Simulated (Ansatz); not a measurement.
MgRh:
```yaml
crystal:
  lattice:
    - [3.08292, 0.00000, 0.00000]
    - [0.00000, 3.08292, 0.00000]
    - [0.00000, 0.00000, 3.08292]
  atoms:
    - { symbol: Rh, position: [0.50000, 0.50000, 0.50000] }
    - { symbol: Mg, position: [0.00000, 0.00000, 0.00000] }
```

Relaxed with PBEsol. Special points in fractions of this cell's reciprocal vectors: Γ (0.000, 0.000, 0.000); X (0.000, 0.500, 0.000); M (0.500, 0.500, 0.000); R (0.500, 0.500, 0.500).

### Question
List the band energies nearest the Fermi level at these points for the program Ansatz at the PBEsol level (PAW).

### Answer
In eV from the Fermi level; about four levels below and three above (degenerate sets whole), none deeper than 8.9 eV; … stands for higher levels left out; points with the same levels are listed once.

```
k                          below           above
-  -----------------------------  --------------
Γ  -2.96 -2.96 -0.17 -0.17 -0.17               …
X        -2.45 -1.24 -1.24 -0.02          1.77 …
M        -3.90 -2.57 -1.08 -1.08  0.71 0.71 0.72
R              -3.14 -3.14 -3.14     0.79 0.79 …
```

Space group Pm-3m (CsCl type). The workflow started from an entry of the Crystallography Open Database (COD). Its standing as an ambient phase is unchecked. The PBEsol relaxation kept the symmetry of its start; of distortions, only those at the zone centre were tested. No spin polarisation was allowed. Scalar-relativistic: spin–orbit coupling is off unless named, which matters more the heavier the elements.

Potentials: the later of the program's two PAW sets.
